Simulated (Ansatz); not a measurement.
MgO (rock salt, Fm-3m), the program Ansatz at the PBEsol level (PAW), all energies at zero smearing, with the estimated change up to a 700 eV cutoff added, with one set of potentials and settings (totals compare only within such a set). Cell of 2 atoms (1 Mg, 1 O): -2475.878 eV.

```csv
element,reference phase,E (eV/atom)
Mg,"P6_3/mmc, 2 atoms in the cell",-1912.0511
O,"C2/m, 4 atoms in the cell, spin-polarised",-558.3554
```

Formation energy per atom, worked out: (-2475.878 − 1×(-1912.0511) − 1×(-558.3554))/2 = -2.736 eV/atom (-264 kJ per mol of atoms), at 0 K, without zero-point energy or fitted corrections.

The PBEsol relaxation kept the symmetry of its start; phonons on a q-mesh show no instability. The volume moved by -33 % from the start of the relaxation. The references are the lowest solids computed at this level, not always the standard phases (solids in place of the gases).

Potentials: the later of the program's two PAW sets.
